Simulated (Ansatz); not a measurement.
## AuAs in the zincblende structure

Computed with Ansatz (plane waves, PAW, 420 eV cutoff): PBEsol, scalar-relativistic, no spin polarisation, 10×10×10 k-mesh, Gaussian smearing of 0.05 eV; PAW files: Ansatz's generated set soft_2.

```cif
data_structure
_symmetry_space_group_name_H-M 'F-43m'
_symmetry_Int_Tables_number 216
_cell_length_a 5.7369
_cell_length_b 5.7369
_cell_length_c 5.7369
_cell_angle_alpha 90.000
_cell_angle_beta 90.000
_cell_angle_gamma 90.000
_cell_volume 188.81
loop_
_atom_site_label
_atom_site_type_symbol
_atom_site_symmetry_multiplicity
_atom_site_Wyckoff_symbol
_atom_site_fract_x
_atom_site_fract_y
_atom_site_fract_z
_atom_site_occupancy
Au1 Au 4 a 0.00000 0.00000 0.00000 1
As1 As 4 d 0.25000 0.25000 0.75000 1
```

The start was a prototype's sites filled with these elements, not a measured cell.

Q: Which orbitals carry the states at the Fermi level, and how many states are there?

A: Within 0.1 eV of it: As 4p 73 %, Au 5d 22 % (shares among the projected shells). The density of states at the Fermi level is about 1.3 states/eV per cell, averaged over 0.3 eV.

Density of states (tetrahedra, averaged over 0.4 eV; states/eV per cell of 2 atoms; energy in eV from the Fermi level; projections on Löwdin-orthogonalised atomic orbitals, summed over sites):

```
    E  total  Au 5d  As 4p  Au 6s  As 4s
-6.45    0.1    0.1    0.0    0.0    0.0
-6.05    2.7    1.5    0.9    0.3    0.0
-5.65    6.5    4.5    1.6    0.2    0.0
-5.25    4.3    3.0    1.1    0.2    0.0
-4.85    1.4    1.1    0.3    0.1    0.0
-4.45    9.0    8.6    0.2    0.2    0.0
-4.05    1.0    0.8    0.1    0.1    0.0
-3.65    0.7    0.5    0.1    0.0    0.1
-3.25    1.7    1.1    0.2    0.1    0.2
-2.85    0.7    0.4    0.2    0.1    0.1
-2.45    0.5    0.2    0.1    0.0    0.1
-2.05    0.7    0.2    0.4    0.0    0.1
-1.65    1.1    0.3    0.6    0.0    0.1
-1.25    1.1    0.3    0.6    0.0    0.1
-0.85    1.4    0.3    0.9    0.0    0.0
-0.45    1.4    0.3    0.9    0.0    0.0
-0.05    1.3    0.3    0.9    0.0    0.0
 0.35    1.2    0.2    0.9    0.0    0.0
 0.75    1.2    0.2    0.8    0.0    0.0
 1.15    0.9    0.2    0.6    0.0    0.0
 1.55    0.5    0.1    0.4    0.0    0.0
 1.95    0.4    0.1    0.3    0.0    0.0
 2.35    0.2    0.0    0.2    0.0    0.0
 2.75    0.1    0.0    0.0    0.0    0.0
 3.15    0.1    0.0    0.0    0.0    0.0
 3.55    0.4    0.0    0.1    0.2    0.0
 3.95    0.5    0.0    0.1    0.2    0.0
```

These numbers lack spin–orbit coupling.
